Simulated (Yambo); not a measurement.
CsGeI3 (space group Cm, No. 8), G0W0@PBEsol in Yambo with this input:

```
rim_cut
gw0
dyson
el_el_corr
HF_and_locXC
ppa
em1d
RandQpts= 1000000
RandGvec= 1 Ry
EXXRLvcs= 78 Ry
VXCRLvcs= 312 Ry
Chimod= "HARTREE"
% BndsRnXp
 1 | 307 |
%
NGsBlkXp= 7 Ry
% LongDrXp
 1.0 | 1.0 | 1.0 |
%
PPAPntXp= 27.2114 eV
% GbndRnge
 1 | 307 |
%
GTermKind= "BG"
DysSolver= "n"
ExtendOut
```

On a 2×2×2 mesh, with wavefunctions cut at 78 Ry, the gap ((-0.5, -0.5, -0.5) → (-0.5, -0.5, -0.5)) is 1.735 eV and the valence edge shifts by -0.732 eV.

### Question
What happens with this change: no random integration?

### Answer
The gap falls by 0.034 eV, to 1.701 eV; the shift of the valence edge becomes -0.553 eV. Neither run is shown to be the converged limit.

The standard potential for Ge keeps a d shell in the valence without the s and p states of that shell. In tests on such compounds this moved G0W0 gaps by up to about 0.9 eV, so absolute quasiparticle energies here are unreliable; differences between settings are what counts.

Spin-orbit coupling is not included.

Geometry of the Materials Project entry, not relaxed at this level; primitive cell a = b = 6.066 Å, c = 6.128 Å, α = β = 92.18°, γ = 88.27°.

The structure is a Materials Project entry; no match was found in the copy of COD used, and its stability was not checked.

A shift is the quasiparticle energy of the state minus its PBEsol energy.
